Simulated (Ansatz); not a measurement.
## Eigenvalues along a path: Sc (hcp type)

```xyz
2
Lattice="3.2761 0.0000 0.0000 -1.6380 2.8372 0.0000 0.0000 0.0000 5.1051" Properties=species:S:1:pos:R:3 pbc="T T T"
Sc    0.0000    1.8914    1.2763
Sc    1.6380    0.9457    3.8288
```

The base cell comes from a relaxation on PAW files under the same functional.

Level of theory: DFT with PBEsol, scalar-relativistic, in Ansatz 0.2.0; a Γ-centred 15×15×8 k mesh, Fermi–Dirac smearing of 0.1 eV, no spin polarisation. LAPW: all electrons, basis error target 1 meV/atom.

Path points, in fractions of the reciprocal vectors: Γ (0.000, 0.000, 0.000), M (0.500, 0.000, 0.000), K (0.333, 0.333, 0.000), A (0.000, 0.000, 0.500), L (0.500, 0.000, 0.500), H (0.333, 0.333, 0.500). Levels in eV from the Fermi level; bands 9 to 13, counted from the lowest band of the run. The gap is zero, the pressure -0.02 GPa.

```
# k(1/Å) point b9 b10 b11 b12 b13
0.000 Γ -5.20 -1.69 0.70 1.64 1.64
0.158 - -5.08 -1.60 0.59 1.42 1.73
0.316 - -4.75 -1.33 0.32 1.04 1.84
0.475 - -4.21 -0.98 0.00 0.63 1.63
0.633 - -3.53 -0.71 -0.30 0.26 1.54
0.791 - -2.78 -0.70 -0.53 -0.02 1.50
0.949 - -2.05 -0.89 -0.67 -0.23 1.39
1.107 M -1.64 -1.10 -0.72 -0.32 1.35
1.199 - -1.61 -1.08 -0.72 -0.33 1.34
1.290 - -1.52 -1.01 -0.69 -0.36 1.30
1.381 - -1.39 -0.91 -0.65 -0.40 1.22
1.473 - -1.23 -0.80 -0.61 -0.46 1.13
1.564 - -1.04 -0.71 -0.58 -0.51 1.06
1.655 - -0.87 -0.66 -0.57 -0.55 1.03
1.747 K -0.71 -0.71 -0.62 -0.54 1.05
1.929 - -1.24 -0.56 -0.56 -0.48 1.01
2.112 - -2.09 -0.52 -0.38 -0.37 1.08
2.295 - -3.04 -0.45 -0.38 -0.04 1.28
2.477 - -3.91 -0.78 -0.12 0.40 1.56
2.660 - -4.60 -1.22 0.23 0.90 1.78
2.843 - -5.04 -1.57 0.56 1.37 1.75
3.025 Γ -5.20 -1.69 0.70 1.64 1.64
3.113 - -5.16 -1.74 0.68 1.62 1.62
3.201 - -5.05 -1.87 0.63 1.57 1.57
3.289 - -4.88 -2.11 0.60 1.52 1.52
3.377 - -4.64 -2.42 0.62 1.49 1.49
3.465 - -4.34 -2.80 0.70 1.37 1.48
3.553 - -3.99 -3.21 0.83 1.18 1.50
3.641 A -3.61 -3.61 1.00 1.00 1.55
3.799 - -3.51 -3.51 0.93 0.93 1.52
3.957 - -3.23 -3.23 0.75 0.75 1.43
4.115 - -2.80 -2.80 0.53 0.53 1.30
4.273 - -2.31 -2.31 0.32 0.32 1.20
4.432 - -1.88 -1.88 0.17 0.17 1.21
4.590 - -1.61 -1.61 0.10 0.10 1.29
4.748 L -1.53 -1.53 0.08 0.08 1.35
4.839 - -1.50 -1.50 0.09 0.09 1.26
4.931 - -1.40 -1.40 0.13 0.13 1.06
5.022 - -1.25 -1.25 0.18 0.18 0.80
5.113 - -1.05 -1.05 0.23 0.23 0.53
5.205 - -0.82 -0.82 0.23 0.23 0.30
5.296 - -0.58 -0.58 0.00 0.00 0.30
5.387 H -0.42 -0.42 -0.15 -0.15 0.30
5.570 - -0.81 -0.81 0.09 0.09 0.41
5.752 - -1.33 -1.33 0.15 0.15 0.74
5.935 - -1.93 -1.93 0.25 0.25 0.98
6.118 - -2.56 -2.56 0.45 0.45 1.18
6.300 - -3.11 -3.11 0.69 0.69 1.37
6.483 - -3.48 -3.48 0.91 0.91 1.51
6.666 A -3.61 -3.61 1.00 1.00 1.55
```
